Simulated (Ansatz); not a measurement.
This cell of BeS (zinc blende) is off equilibrium:

```
CELL_PARAMETERS angstrom
      0.00000     2.51283     2.51283
      2.51283     0.00000     2.51283
      2.51283     2.51283     0.00000
ATOMIC_POSITIONS crystal
  S  0.25000 0.25000 0.25000
  Be 0.00000 0.00000 0.00000
```

Level of theory: r2SCAN (plane waves to 500 eV, PAW, scalar-relativistic; Ansatz, a program for electronic structure). k mesh 12×12×12 (Γ-centred), Fermi-Dirac smearing 0.05 eV. Energies are smeared free energies. Stress and pressure are positive under compression. BeS was relaxed with its symmetry unable to fall.

Q: Give the stress tensor in GPa and the pressure.

A: 
```
   -7.8      0.0      0.0
    0.0     -7.8      0.0
    0.0      0.0     -7.8
```
The pressure, a third of the trace, is -7.8 GPa.

Q: It is the relaxed cell scaled evenly to V/V₀ = 1.100, atoms relaxed where free. What is its energy relative to the relaxed cell?

A: 37.7 meV/atom.

(Under strain, the slope of the energy per volume gives the stress and its curvature an elastic modulus.)
